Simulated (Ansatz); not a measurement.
## Kick test of a cell of SiW2

The cell was found from a structure generator's guess, not taken from experiment.

These are results of Ansatz 0.2.0, DFT PBE, scalar-relativistic, plane waves, PAW, not measurements. Cutoff 420 eV; k points 16×16×10 on the computed 3-atom cell (Γ-centred); Gaussian smearing, width 0.10 eV; no spin polarisation.

The cell below (3 atoms, space group P4/mmm (No. 123)) is relaxed within its symmetry.

```cif
data_structure
_symmetry_space_group_name_H-M 'P 1'
_symmetry_Int_Tables_number 1
_cell_length_a 2.9957
_cell_length_b 2.9957
_cell_length_c 5.4789
_cell_angle_alpha 90.000
_cell_angle_beta 90.000
_cell_angle_gamma 90.000
_cell_volume 49.17
loop_
_atom_site_label
_atom_site_type_symbol
_atom_site_fract_x
_atom_site_fract_y
_atom_site_fract_z
_atom_site_occupancy
Si1 Si 0.00000 0.00000 0.50000 1
W1 W 0.50000 0.50000 0.22755 1
W2 W 0.50000 0.50000 0.77245 1
```

For the test a repeat of it with 6 atoms (edges 3.00, 3.00, 10.96 Å) was strained at random (σ = 1.5 % a component), the atoms were moved at random (σ = 0.05 Å), and all was relaxed again on a coarse 8×8×2 mesh (in the run’s order of axes) with 0.20 eV smearing, with no symmetry imposed.

Spin–orbit coupling, which can matter for W, is left out.

Question: Is the structure stable against such a distortion?

Answer: It doesn't return. The energy falls by 618 meV/atom on that mesh, the volume changes by -9.2 %, and the end has space group I4/mmm (No. 139) at a loose tolerance. Relaxed again on a 20×20×20 mesh with 0.10 eV smearing, the new structure lies 630 meV/atom below the first (mesh in the axes of the run's cell; the cell below is made exact in the group named). Space group I4/mmm (No. 139), tetragonal, a = 3.212 Å, c = 8.656 Å. Si is surrounded by 8 W at 2.68 Å, 2 W at 2.91 Å and 4 Si at 3.21 Å; around W lie 4 Si at 2.68 Å, 5 W at 2.72–2.83 Å, 1 Si at 2.91 Å and 4 W at 3.21 Å.

```
Si W
1.0
    -1.60582    1.60582    4.32794
     1.60582   -1.60582    4.32794
     1.60582    1.60582   -4.32794
Si W
1 2
Cartesian
  0.0000 0.0000 0.0000
  0.0000 0.0000 2.9112
  0.0000 0.0000 5.7447
```
